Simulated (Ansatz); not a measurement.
Relaxed-ion elastic tensor of MgPt in space group P2_13 (No. 198; Mg on 4a, Pt on 4a) in GPa (Voigt order), PBEsol in the plane-wave PAW code Ansatz; density 11.47 g/cm³, 15.89 Å³ per atom.

```
  179   98.5   98.5    0.0    0.0    0.0
 98.5    179   98.5    0.0    0.0    0.0
 98.5   98.5    179    0.0    0.0    0.0
  0.0    0.0    0.0  -22.8    0.0    0.0
  0.0    0.0    0.0    0.0  -22.8    0.0
  0.0    0.0    0.0    0.0    0.0  -22.8
```

Task: Is the crystal mechanically stable?

Result: No: the smallest eigenvalue of C is -22.8 GPa.

The first step of the workflow began from a Materials Project structure, measured or hypothetical; the Crystallography Open Database copy checked does not list it. With Mg and Pt taken as one species the cell has the higher symmetry Pa-3, so it may be an ordered model of a mixed-site phase. Its standing as an ambient phase is unchecked. The cell was relaxed with PBEsol under the symmetry of its start. At this level the phase is mechanically unstable. No spin polarisation was allowed. As this level gives no gap, shear constants depend on the k-mesh and smearing (Fermi–Dirac, 0.1 eV here). Spin–orbit coupling is left out wherever it is not named.

Potentials: the later of the program's two PAW sets.
